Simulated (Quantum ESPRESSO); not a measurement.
pw.x input (Quantum ESPRESSO 7.5; PBEsol, PseudoDojo standard norm-conserving files, scalar-relativistic):

```
&CONTROL
  calculation = 'scf'
  pseudo_dir = './pseudo'
  outdir = './out'
  tprnfor = .true.
  tstress = .true.
/
&SYSTEM
  ibrav = 0
  nat = 4
  ntyp = 1
  ecutwfc = 92.0
  ecutrho = 368.0
  occupations = 'smearing'
  smearing = 'fd'
  degauss = 0.005
  nbnd = 45
/
&ELECTRONS
  conv_thr = 4e-10
/
ATOMIC_SPECIES
Cu 63.5460 Cu.upf
CELL_PARAMETERS angstrom
  2.530759805000   0.000000000000   0.000000000000
 -1.265379902000   2.191702282000   0.000000000000
  0.000000000000   0.000000000000   8.261820000000
ATOMIC_POSITIONS crystal
Cu   0.000000000000   0.000000000000   0.000000000000
Cu   0.000000000000   0.000000000000   0.500000000000
Cu   0.333333333000   0.666666667000   0.250000000000
Cu   0.666666667000   0.333333333000   0.750000000000
K_POINTS automatic
21 21 6 0 0 0
```

End of the output:

```
     total energy              =   -1515.66639254 Ry
     estimated scf accuracy    <       0.00000012 Ry
     total energy              =   -1515.66639254 Ry
     estimated scf accuracy    <       0.00000001 Ry
     total energy              =   -1515.66639254 Ry
     estimated scf accuracy    <          1.4E-09 Ry
[...]
     the Fermi energy is    17.9068 ev
!    total energy              =   -1515.66639254 Ry
     estimated scf accuracy    <          1.3E-11 Ry
     smearing contrib. (-TS)   =      -0.00143976 Ry
     internal energy E=F+TS    =   -1515.66495279 Ry
     The total energy is F=E-TS. E is the sum of the following terms:
     one-electron contribution =    -796.06394434 Ry
     hartree contribution      =     444.29001600 Ry
     xc contribution           =    -184.88981652 Ry
     ewald contribution        =    -979.00120792 Ry
     convergence has been achieved in  12 iterations
     Forces acting on atoms (cartesian axes, Ry/au):
     atom    1 type  1   force =     0.00000000    0.00000000    0.00000000
     atom    2 type  1   force =     0.00000000    0.00000000    0.00000000
     atom    3 type  1   force =     0.00000000    0.00000000    0.00000000
     atom    4 type  1   force =     0.00000000    0.00000000   -0.00000000
     Total force =     0.000000     Total SCF correction =     0.000000
     Computing stress (Cartesian axis) and pressure
          total   stress  (Ry/bohr**3)                   (kbar)     P=      -23.49
  -0.00018278   0.00000000  -0.00000000          -26.89        0.00       -0.00
   0.00000000  -0.00018278   0.00000000            0.00      -26.89        0.00
   0.00000000   0.00000000  -0.00011345            0.00        0.00      -16.69
```

Geometry of the Materials Project entry, not relaxed at this level.
